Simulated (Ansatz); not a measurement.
## Stress against strain in Si2W

```
CELL_PARAMETERS angstrom
-1.60600 1.60600 3.94000
1.60600 -1.60600 3.94000
1.60600 1.60600 -3.94000
ATOMIC_POSITIONS crystal
Si 0.33300 0.33300 0.00000
Si 0.66700 0.66700 0.00000
W 0.00000 0.00000 0.00000
```

Atom numbers follow the list: Si1, Si2, W3.

The geometry is COD entry 1010283, unchecked; take it as a test cell. It differs from other determinations.

Spin–orbit coupling is left out, though it moves levels of the heavy atoms by tenths of an eV or more.

Method: DFT, PBEsol, all-electron LAPW, scalar-relativistic (Ansatz 0.2.0).

Settings: a Γ-centred 18×18×18 k mesh, Fermi–Dirac smearing of 0.03 eV, basis error target 0.5 meV/atom, no spin polarisation.

The strain is applied along the Cartesian axes of the cell as listed (the other components stay zero). Fractional coordinates are held (clamped ions).

σ is the change of stress from the unstrained cell, which is at -3.56 GPa; tension is positive, so slopes are stress–strain coefficients at that pressure. In a metal the k mesh adds noise.

Only quantities that a quadratic follows smoothly over the whole series are listed; rougher ones are left out.

```
    εzz  σzz (GPa)  σxx (GPa)
-0.0200     -11.58      -1.94
 0.0000       0.00       0.00
 0.0100       4.97       0.92
 0.0200       9.50       1.81
```

(1) Fit the series and read off the stiffness at zero strain.

(2) One run, at εzz = -0.0100, is withheld. Predict its row.

Results:

(1) Least-squares fits y = p0 + p1 x + p2 x² to the rows give σzz (GPa): p1 = 527, p2 = -2600; σxx (GPa): p1 = 93.7, p2 = -160. So C33 = 527 GPa and C13 = 94 GPa, for these axes.

(2) The fits give -5.54, -0.95; the run gave -5.53, -0.95.
